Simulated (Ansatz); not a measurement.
HfSi$_{2}$:
```
HfSi2
1.0
   -1.60932     1.60932     4.45033
    1.60932    -1.60932     4.45033
    1.60932     1.60932    -4.45033
Hf Si
1 2
Direct
  0.00000   0.00000   0.00000
  0.31581   0.31581   0.00000
  0.68419   0.68419   0.00000
```

Relaxed with LDA.

### Question
Decompose the optical modes at the zone centre into irreducible representations, and say which are infrared and Raman allowed.

### Answer
Point group 4/mmm: Γ_opt = A1g + A2u + Eg + Eu. Infrared: A2u, Eu. Raman: A1g, Eg.

### Question
Assign frequencies (DFPT, plane-wave PAW LDA (Ansatz code)).

### Answer
Eu 173, Eg 251, A2u 267, A1g 288 cm⁻¹.

Space group I4/mmm (MoSi2 or CaC2 type). A made-up cell: these elements were put on the sites of a structure type; neither database checked (COD, Materials Project) lists it. COD files the formula under space group No. 63, so this cell is another polymorph or a model. Whether it is the stable phase at ambient conditions was not checked. The cell was relaxed with LDA under the symmetry of its start; of distortions, only those at the zone centre were tested. No spin polarisation was allowed. As this level gives no gap, phonon frequencies hold no LO–TO term and depend on the k-mesh and smearing (Fermi–Dirac, 0.1 eV here). Spin–orbit coupling is left out wherever it is not named.

Potentials: the later of the program's two PAW sets.
